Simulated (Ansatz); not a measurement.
Relaxed-ion elastic tensor of Si2Ni (fluorite or antifluorite type, space group No. 225) in GPa (Voigt order), the program Ansatz at the PBE level (PAW); density 4.73 g/cm³, 13.45 Å³ per atom.

```json
[
 {"": "1", "1": "180", "2": "127", "3": "127", "4": "0.0", "5": "0.0", "6": "0.0"},
 {"": "2", "1": "127", "2": "180", "3": "127", "4": "0.0", "5": "0.0", "6": "0.0"},
 {"": "3", "1": "127", "2": "127", "3": "180", "4": "0.0", "5": "0.0", "6": "0.0"},
 {"": "4", "1": "0.0", "2": "0.0", "3": "0.0", "4": "73.5", "5": "0.0", "6": "0.0"},
 {"": "5", "1": "0.0", "2": "0.0", "3": "0.0", "4": "0.0", "5": "73.5", "6": "0.0"},
 {"": "6", "1": "0.0", "2": "0.0", "3": "0.0", "4": "0.0", "5": "0.0", "6": "73.5"}
]
```

Problem. Is the crystal mechanically stable?

Solution. Yes: the smallest eigenvalue of C is 52.4 GPa.

Problem. Work out the Voigt, Reuss and Hill averages.

Solution. K_V = 145, K_R = 145, K_H = 145; G_V = 54.6, G_R = 42.7, G_H = 48.6 GPa.

Problem. Give Young's modulus, Poisson's ratio, Pugh's ratio and the universal anisotropy index.

Solution. E = 9KG/(3K + G) = 131 GPa; ν = 0.35; K/G = 2.98 (ductile by the Pugh limit of 1.75); A_U = 5G_V/G_R + K_V/K_R − 6 = 1.39.

Problem. Estimate the sound speeds and the Debye temperature.

Solution. v_l = √((K + 4G/3)/ρ) = 6660 m/s, v_t = √(G/ρ) = 3210 m/s, mean 3610 m/s; Θ = (h/k)(3n/4πV)^(1/3) v_m = 451 K.

Problem. Give the Zener ratio and Young's modulus along [100], [110] and [111].

Solution. A = 2C44/(C11 − C12) = 2.80; 1/E = S11 − 2(S11 − S12 − S44/2)Γ with Γ = 0, 1/4, 1/3 gives 74.1, 136, 189 GPa.

Space group Fm-3m (fluorite or antifluorite type). Symmetry was held in the PBE relaxation; phonons on a q-mesh show no instability. The workflow began spin-polarised and lost its moments. As this level gives no gap, shear constants depend on the k-mesh and smearing (Fermi–Dirac, 0.1 eV here).

Potentials: the later of the program's two PAW sets.
